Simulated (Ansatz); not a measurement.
ZrAl3 (Cu3Au type, Pm-3m), DFT-PBE in the program Ansatz with PAW potentials, all energies at zero smearing, with the estimated change up to a 700 eV cutoff added, with one set of potentials and settings (totals compare only within such a set). Cell of 4 atoms (1 Zr, 3 Al): -5798.193 eV.

```csv
element,reference phase,E (eV/atom)
Zr,"P6_3/mmc, 2 atoms in the cell",-4183.8362
Al,"Fm-3m, 1 atoms in the cell",-537.5049
```

Formation energy per atom, worked out: (-5798.193 − 1×(-4183.8362) − 3×(-537.5049))/4 = -0.460 eV/atom (-44 kJ per mol of atoms), at 0 K, without zero-point energy or fitted corrections.

The workflow started from a Materials Project entry (that database holds measured and hypothetical structures alike); the Crystallography Open Database copy checked does not list it. COD files the formula under space group No. 139, so this cell is another polymorph or a model. With Zr and Al taken as one species the cell has the higher symmetry Fm-3m, so it may be an ordered model of a mixed-site phase. Its standing as an ambient phase is unchecked. The PBE relaxation kept the symmetry of its start; phonons on a q-mesh show no instability. The run is not spin-polarised. The references are the lowest solids computed at this level, not always the standard phases.

Potentials: the later of the program's two PAW sets.
